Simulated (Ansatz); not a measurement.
GaSb in space group P6_222 (No. 180; Ga on 3d, Sb on 3c) at seven volumes, r²SCAN in the plane-wave PAW code Ansatz, shape and atoms relaxed at each. One row is withheld.

```
V (Å³/atom)  P (GPa)
-----------  -------
23.794          6.64
24.579          4.06
25.363          1.86
26.148          0.02
26.932             ?
27.716         -2.84
28.501         -3.92
```

Question: Fit the shown pressures and predict the withheld one.

Answer: P = (3/2)B₀(x^(7/2) − x^(5/2))[1 + (3/4)(B′ − 4)(x − 1)] with x = (V₀/V)^(2/3). Least squares on the six rows gives V₀ = 26.158 Å³/atom, B₀ = 56.1 GPa, B′ = 4.72. At V = 26.932, x = 0.9807 and P = -1.53 GPa. The run itself gave -1.53 GPa.

The start of the workflow was typed in or built on a structure type; neither database checked (COD, Materials Project) lists it. It is not the phase usual at ambient conditions (space group No. 216). The r²SCAN relaxation kept the symmetry of its start; whether a distortion lowers the energy is not shown. Scalar-relativistic: spin–orbit coupling is off unless named, which matters more the heavier the elements.

Potentials: the earlier of the program's two PAW sets.
